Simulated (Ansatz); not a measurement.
Input:

Relaxed CdS (zinc blende):

```
CELL_PARAMETERS angstrom
      0.00000     2.96331     2.96331
      2.96331     0.00000     2.96331
      2.96331     2.96331     0.00000
ATOMIC_POSITIONS crystal
  S  0.75000 0.75000 0.75000
  Cd 0.00000 0.00000 0.00000
```

In this cell atom 1 (S, nearest neighbour Cd at 2.566 Å; its periodic images, 4.2 Å or more away, move with it) is moved by s towards the nearest neighbour, unit vector (-0.577, -0.577, 0.577); all other atoms and the cell stay fixed.

Level of theory: PBE (plane waves to 420 eV, PAW, scalar-relativistic; Ansatz, a program for electronic structure). k mesh 8×8×8 (Γ-centred), Fermi-Dirac smearing 0.05 eV. E stands for the smeared free energy. CdS was relaxed with its symmetry unable to fall. The zero of ΔE is the undisplaced structure.

The scan covers s from -0.510 to 0.510 Å in 11 points.

### Question
Is the energy the same for displacements of ±0.510 Å, and if not, which side lies higher?

### Answer
Not even: the positive side lies higher at ±0.510 Å. With its periodic images moving along, the atom's site symmetry in this cell is -43m.

### Question
What force acts on the atom along the line at s = -0.510 Å?

### Answer
0.632 eV/Å.

### Question
What is the energy change at s = 0.510 Å?

### Answer
1261 meV/cell.

### Question
What is the force constant k = d²E/ds² of this move at s = 0?

### Answer
4.28 eV/Å².

### Question
With two atoms in the cell this is the zone-centre optical mode. What wavenumber follows (transverse: no LO-TO term)?

### Answer
216 cm⁻¹.

(A displaced cell: forces are minus the slopes of the energy, force constants its curvatures, and phonons follow from these.)
